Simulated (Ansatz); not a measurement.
The calculation used DFT PBEsol, scalar-relativistic, plane waves, PAW in Ansatz 0.2.0.

Structure of HfO2:

```xyz
3
Lattice="0.0000 2.5220 2.5220 2.5220 0.0000 2.5220 2.5220 2.5220 0.0000" Properties=species:S:1:pos:R:3 pbc="T T T"
Hf    0.0000    0.0000    0.0000
O     1.2610    1.2610    1.2610
O     3.7829    3.7829    3.7829
```

Cutoff 420 eV; k points 8×8×8 on the computed 3-atom cell (Γ-centred); Gaussian smearing, width 0.02 eV; no spin polarisation.

Levels along Γ–X–U | K–Γ–L–W–X, in eV from a zero inside the gap, sorted by energy at each point. Points in fractions of the primitive reciprocal vectors: Γ (0.000 0.000 0.000), X (0.500 0.000 0.500), U (0.625 0.250 0.625), K (0.375 0.375 0.750), L (0.500 0.500 0.500), W (0.500 0.250 0.750).
```
point k (1/Å, with 2π) band 16  band 17  band 18  band 19  band 20  band 21  band 22
    Γ             0.000    -7.40    -2.48    -2.48    -2.48     1.96     1.96     3.87
    -             0.178    -7.17    -2.99    -2.47    -2.47     2.03     2.17     4.17
    -             0.356    -6.51    -4.13    -2.46    -2.46     2.23     2.49     4.90
    -             0.534    -5.55    -5.43    -2.50    -2.50     2.53     2.64     5.77
    -             0.712    -6.48    -4.40    -2.66    -2.66     2.51     2.90     6.80
    -             0.890    -6.02    -3.22    -2.96    -2.96     2.22     3.27     6.05
    -             1.068    -5.59    -3.30    -3.30    -2.25     1.95     3.56     5.23
    X             1.246    -5.39    -3.48    -3.48    -1.84     1.84     3.66     4.88
    -             1.309    -5.39    -3.50    -3.47    -1.85     1.86     3.66     4.88
    -             1.371    -5.39    -3.54    -3.46    -1.86     1.93     3.65     4.90
    -             1.434    -5.38    -3.62    -3.43    -1.89     2.02     3.64     4.92
    -             1.497    -5.37    -3.73    -3.39    -1.94     2.13     3.63     4.95
    -             1.560    -5.35    -3.87    -3.35    -2.00     2.24     3.62     5.00
    -             1.623    -5.32    -4.02    -3.29    -2.09     2.33     3.60     5.07
    U             1.686    -5.29    -4.20    -3.24    -2.19     2.41     3.58     5.16
    K             1.686    -5.29    -4.20    -3.24    -2.19     2.41     3.58     5.16
    -             1.875    -5.14    -4.81    -3.16    -2.60     2.46     3.53     5.44
    -             2.064    -5.47    -4.87    -3.70    -2.65     2.42     3.45     5.53
    -             2.252    -5.16    -4.62    -4.45    -2.52     2.44     3.30     5.38
    -             2.441    -5.61    -4.38    -3.91    -2.45     2.46     3.02     5.27
    -             2.630    -6.51    -3.55    -3.28    -2.44     2.30     2.61     4.89
    -             2.819    -7.16    -2.81    -2.72    -2.46     2.08     2.17     4.20
    Γ             3.007    -7.40    -2.48    -2.48    -2.48     1.96     1.96     3.87
    -             3.162    -7.24    -2.65    -2.59    -2.59     2.08     2.08     4.09
    -             3.316    -6.82    -3.07    -2.86    -2.86     2.34     2.34     4.63
    -             3.470    -6.23    -3.61    -3.17    -3.17     2.62     2.62     5.08
    -             3.624    -5.61    -4.15    -3.45    -3.45     2.79     2.79     5.07
    -             3.778    -5.09    -4.60    -3.62    -3.62     2.81     2.81     4.97
    -             3.932    -4.91    -4.76    -3.70    -3.70     2.76     2.76     5.10
    L             4.086    -5.01    -4.65    -3.72    -3.72     2.72     2.72     5.25
    -             4.212    -5.19    -4.48    -3.76    -3.61     2.71     2.77     5.24
    -             4.338    -5.53    -4.09    -3.84    -3.39     2.69     2.91     5.24
    -             4.464    -5.62    -4.06    -3.50    -3.23     2.69     3.07     5.24
    -             4.590    -5.34    -4.22    -3.15    -2.97     2.72     3.20     5.27
    -             4.715    -4.98    -4.37    -3.17    -2.50     2.79     3.27     5.30
    -             4.841    -4.65    -4.47    -3.27    -2.17     2.88     3.29     5.32
    W             4.967    -4.50    -4.50    -3.33    -2.06     2.93     3.29     5.32
    -             5.056    -4.71    -4.29    -3.34    -2.05     2.83     3.36     5.19
    -             5.145    -4.90    -4.08    -3.36    -2.02     2.63     3.47     5.08
    -             5.234    -5.07    -3.88    -3.40    -1.97     2.40     3.55     5.00
    -             5.323    -5.21    -3.71    -3.43    -1.92     2.19     3.61     4.95
    -             5.412    -5.31    -3.59    -3.45    -1.88     2.01     3.64     4.91
    -             5.501    -5.37    -3.51    -3.47    -1.85     1.89     3.66     4.89
    X             5.590    -5.39    -3.48    -3.48    -1.84     1.84     3.66     4.88
```

Spin-orbit coupling is left out, which matters for the bands of heavy elements.

This fluorite-type form isn't the usual stable structure of the compound.

Cost: 1 run of about 0.32 core-minutes, on Arm Neoverse V1 (shared hosts).